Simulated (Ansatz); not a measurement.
Cu Kα1 powder pattern (kinematic, no thermal factors).
```tsv
2θ (°)	relative intensity
15.78	78
18.24	22
25.18	10
25.90	9
29.86	25
30.48	12
31.27	67
31.86	66
36.44	100
36.96	48
39.93	9
40.41	4
41.04	12
45.25	4
45.69	4
48.21	10
48.63	2
48.63	5
51.70	17
52.88	64
53.26	15
54.40	6
55.28	2
55.53	5
55.54	5
56.77	3
56.78	1
58.71	2
59.79	2
61.20	3
62.02	21
62.61	1
63.07	21
63.08	10
63.42	10
65.24	16
66.59	15
67.59	2
68.60	4
68.92	2
68.94	1
69.37	2
71.43	2
72.41	2
73.69	1
73.70	3
74.66	1
74.67	1
74.98	1
77.41	10
78.69	5
80.34	2
83.86	1
84.58	5
85.42	1
86.15	9
86.36	1
86.67	1
87.08	10
87.38	5
87.47	7
89.02	14
89.63	1
89.95	7
89.96	14
```

The pattern is computed from a structure relaxed with Ansatz, DFT PBE, scalar-relativistic, plane waves, PAW. Collinear spin, ending at 2.8 μB a primitive cell. Its elements are N, Y.

Question: Give the structure.

Answer: Y$_{3}$N$_{4}$.
Space group Cmmm (No. 65). a = 6.874 Å, b = 9.720 Å, c = 3.534 Å, α = 90.00°, β = 90.00°, γ = 90.00°
```
atom  site  symmetry       x       y       z
   Y    4f     ..2/m  0.2500  0.7500  0.5000
   Y    2a       mmm  0.0000  0.0000  0.0000
   N    4h       2mm  0.2151  0.0000  0.5000
   N    4i       m2m  0.5000  0.7364  0.0000
```

A pattern alone doesn't exclude other cells with like lines; this is the one computed.

It was reached by relaxing an invented guess, and it needn't be the stable form of this composition.
